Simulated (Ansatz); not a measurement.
Input:

ZnO:
```
CELL_PARAMETERS angstrom
      2.64513     0.00000     0.00000
      0.00000     2.64513     0.00000
      0.00000     0.00000     2.64513
ATOMIC_POSITIONS crystal
  Zn 0.00000 0.00000 0.00000
  O  0.50000 0.50000 0.50000
```

This is the r²SCAN-relaxed structure.

Question: All from plane-wave PAW r²SCAN (Ansatz code), unless another level is named. Predict the electronic character.

Answer: no gap, with almost no states at the Fermi level (zero-gap or semimetallic).

Question: And the formation energy from the elements (no fitted shifts)?

Answer: -84 kJ/mol of atoms.

Question: Next, the HSE06 gap on the r²SCAN cell?

Answer: 0.85 eV (a hybrid on a coarse mesh can open a false gap in a semimetal).

Space group Pm-3m (CsCl type). A made-up cell: these elements were put on the sites of a structure type; neither database checked (COD, Materials Project) lists it. It is not the phase usual at ambient conditions (space group No. 186). The r²SCAN relaxation kept the symmetry of its start. At this level the phase is mechanically unstable. The references are the lowest solids computed at this level, not always the standard phases (solids in place of the gases).

Potentials: the earlier of the program's two PAW sets.
